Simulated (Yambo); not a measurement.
Yambo run on AgNO₃ (space group R3m, No. 160). The wavefunctions come from this Quantum ESPRESSO step (PBEsol, PseudoDojo standard norm-conserving files, scalar-relativistic):

```
&CONTROL
  calculation = 'nscf'
  pseudo_dir = './pseudo'
  outdir = './out'
/
&SYSTEM
  ibrav = 0
  nat = 5
  ntyp = 3
  ecutwfc = 84.0
  ecutrho = 336.0
  occupations = 'fixed'
  force_symmorphic = .true.
  nbnd = 133
/
&ELECTRONS
  conv_thr = 5e-09
  diago_full_acc = .true.
  diago_thr_init = 1e-08
/
ATOMIC_SPECIES
N 14.0070 N.upf
O 15.9990 O.upf
Ag 107.8682 Ag.upf
CELL_PARAMETERS angstrom
  2.575121748579   1.486747234738   2.783998804000
 -2.575121748579   1.486747234738   2.783998804000
  0.000000000000  -2.973494469477   2.783998804000
ATOMIC_POSITIONS crystal
N   0.575494552400   0.575494552400   0.575494552400
O   0.436169450800   0.436169450800   0.861404477100
O   0.861404477100   0.436169450800   0.436169450800
O   0.436169450800   0.861404477100   0.436169450800
Ag   0.992142068800   0.992142068800   0.992142068800
K_POINTS automatic
4 4 4 0 0 0
```

Yambo input:

```
rim_cut
gw0
dyson
el_el_corr
HF_and_locXC
ppa
em1d
RandQpts= 1000000
RandGvec= 1 Ry
EXXRLvcs= 84 Ry
VXCRLvcs= 336 Ry
Chimod= "HARTREE"
% BndsRnXp
 5 | 132 |
%
NGsBlkXp= 8 Ry
% LongDrXp
 1.0 | 1.0 | 1.0 |
%
PPAPntXp= 27.2114 eV
% GbndRnge
 1 | 132 |
%
GTermKind= "BG"
DysSolver= "n"
ExtendOut
% QPkrange
 1 | 1 | 21 | 22 |
 3 | 3 | 21 | 22 |
 7 | 7 | 21 | 22 |
 13 | 13 | 21 | 22 |
%
```

k points by index: 1 = Γ, 3 = L, 7 = F, 13 = Z.

Resulting energies as the program prints them:

```
#    K-point    Band    Eo [eV]    E [eV]    E-Eo [eV]    Vxc [eV]    Vnlxc [eV]    Sc|Eo [eV]    Sc|E [eV]    dSc/dw|Eo [eV]    Re(Z)    Im(Z)
#
    1    21    -0.748799    -1.869574    -1.120775    -20.37693    -26.74870    4.939301    5.250999    -7.566845    0.782424    -0.001260
    1    22    1.996099    2.849186    0.853087    -12.13868    -7.443393    -3.682806    -3.842197    -5.083728    0.842584    -0.921508E-3
    3    21    0.000000    -1.278734    -1.278734    -23.11336    -29.45920    4.741202    5.067100    -6.934415    0.796916    -0.001161
    3    22    2.969692    4.673500    1.703807    -18.88049    -13.99943    -2.733079    -3.177252    -7.093522    0.793220    -0.001207
    7    21    -0.216365    -1.516843    -1.300477    -22.85449    -29.18876    4.702621    5.033791    -6.928780    0.797047    -0.001171
    7    22    2.889564    4.603399    1.713835    -19.06073    -14.16550    -2.733122    -3.181389    -7.117023    0.792676    -0.001211
    13    21    -0.542799    -1.627394    -1.084595    -20.67799    -26.98197    4.918136    5.219378    -7.556930    0.782647    -0.001242
    13    22    1.594292    2.989419    1.395127    -15.70198    -11.06919    -2.921053    -3.237666    -6.175097    0.815041    -0.001066
```
(The two width columns are left out.) Convergence of these settings isn't established.

Spin-orbit coupling is not included.

Geometry relaxed with PBE+D3(BJ).
